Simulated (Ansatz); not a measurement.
SnO2 (rutile, P4_2/mnm), PBEsol (plane waves, PAW; program Ansatz). The conduction-band minimum lies at Γ, with 1 equivalent valley. Second derivatives d²E/dk² of the lowest band at one valley (eV·Å²), along Cartesian directions:

| direction | d²E/dk² |
|---|---|
| [100] | 40.99 |
| [010] | 40.99 |
| [001] | 45.37 |
| [110] | 40.99 |
| [101] | 43.18 |
| [011] | 43.18 |

Find the principal effective masses, the density-of-states mass and the conductivity mass.

Off-diagonal terms follow from H_xy = H[110] − (H_xx + H_yy)/2, and m*/mₑ = 7.620 eV·Å² over each eigenvalue: 0.17, 0.19, 0.19. One valley's DOS mass (m₁m₂m₃)^(1/3) = 0.18, conductivity mass 3/(Σ 1/mᵢ) = 0.18 mₑ.

What effective density of states Nc follows at 300 K for parabolic valleys?

Nc = 2.509e19 × 1 × (0.18)^(3/2) ≈ 1.9e18 cm⁻³.

Symmetry was held in the PBEsol relaxation. Scalar-relativistic: spin–orbit coupling is off unless named, which matters more the heavier the elements.

Potentials: the later of the program's two PAW sets.

Edges and masses are those of Kohn–Sham bands, whose gap is no quasiparticle gap.
